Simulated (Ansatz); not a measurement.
Relaxed candidate structures of MoS2:

A. Pnma (No. 62), oP12; a = 8.263 Å, b = 4.037 Å, c = 6.021 Å, α = β = γ = 90.00°; S 4c (0.005, 0.250, 0.787); S 4c (0.294, 0.250, 0.089); Mo 4c (0.088, 0.250, 0.409); non-magnetic

B. P-3m1 (No. 164), hP6; a = b = 3.004 Å, c = 13.410 Å, α = β = 90.00°, γ = 120.00°; S 2d (0.333, 0.667, 0.058); Mo 2d (0.333, 0.667, 0.414); S 2d (0.667, 0.333, 0.296); non-magnetic

C. P6₃/mmc (No. 194), hP6, AFLOW prototype AB2_hP6_194_c_f (C7, as in MoS2); a = b = 3.141 Å, c = 12.581 Å, α = β = 90.00°, γ = 120.00°; Mo 2c (0.333, 0.667, 0.250); S 4f (0.667, 0.333, 0.126); non-magnetic

Q: Order them by energy per atom (lowest first) at the level PBEsol (plane waves to 420 eV, PAW, scalar-relativistic; Ansatz, a program for electronic structure).

A: C (reference, the lowest among the structures calculated here), A (+0.38 eV/atom), B (+0.87 eV/atom)

Q: Which candidates are metallic at this level, and what gaps do the others have?

A: No gap: A, B. C: 0.97 eV (no spin-orbit coupling).

2 runs with a doubtful electronic state, a coarser numerical grid, an end not at rest or a source that can't be used are left out. 4 generated cells of layers, chains or molecules, poorly bound without dispersion, are left out. Each run could gain symmetry but not lose that of its start, so entries can be saddle points. From databases, or of a type measured for this composition: P6₃/mmc, hP6, AFLOW prototype AB2_hP6_194_c_f (C7, as in MoS2), non-magnetic; the others are generated cells (placed on structure types, drawn at random, substituted or restacked) that were not matched to a known phase here. Each structure is listed in the lowest spin state found for it. Static energies at zero pressure. Each cell has its own k-point mesh; energy differences are given only to the digits this allows. No spin polarisation in the result. Without a van der Waals term the distances between weakly bound units are poorly fixed.
